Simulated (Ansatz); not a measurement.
# Piezoelectric tensor of InSb at -0.4 GPa (stress–strain coefficients)

The calculation used DFT PBE0, scalar-relativistic, plane waves, PAW in Ansatz. Plane waves to 420 eV; Γ-centred k mesh 6×6×6; fixed occupations. No spin polarisation.

The cell is fixed (symmetry leaves no force on the atoms) and stands under -0.4 GPa:
```yaml
crystal:
  lattice:
    - [0.00000, 3.27960, 3.27960]
    - [3.27960, 0.00000, 3.27960]
    - [3.27960, 3.27960, 0.00000]
  atoms:
    - { symbol: In, position: [0.00000, 0.00000, 0.00000] }
    - { symbol: Sb, position: [0.25000, 0.25000, 0.25000] }
```

The cell is the ideal cubic zincblende prototype.

**Question.** Give the relaxed-ion proper piezoelectric stress tensor e_iJ (C/m², Voigt columns xx yy zz yz xz xy).

**Answer.**
```
x    0.000  0.000  0.000 -0.220  0.000  0.000
y    0.000  0.000  0.000  0.000 -0.220  0.000
z    0.000  0.000  0.000  0.000  0.000 -0.220
```
Signs follow the orientation of the cell as given.

**Question.** With the elastic constants (GPa, Voigt order)
C11 = 65.8, C12 = 32.4, C13 = 32.4, C22 = 65.8, C23 = 32.4, C33 = 65.8, C44 = 30.9, C55 = 30.9, C66 = 30.9 GPa; the others vanish.
find the strain coefficients d = e·C⁻¹ (pC/N).

**Answer.**
```
x    0.0  0.0  0.0 -7.1  0.0  0.0
y    0.0  0.0  0.0  0.0 -7.1  0.0
z    0.0  0.0  0.0  0.0  0.0 -7.1
```

Cost: 1 run of about 110 core-minutes, on AMD EPYC 9R45 (Zen 5) (shared hosts).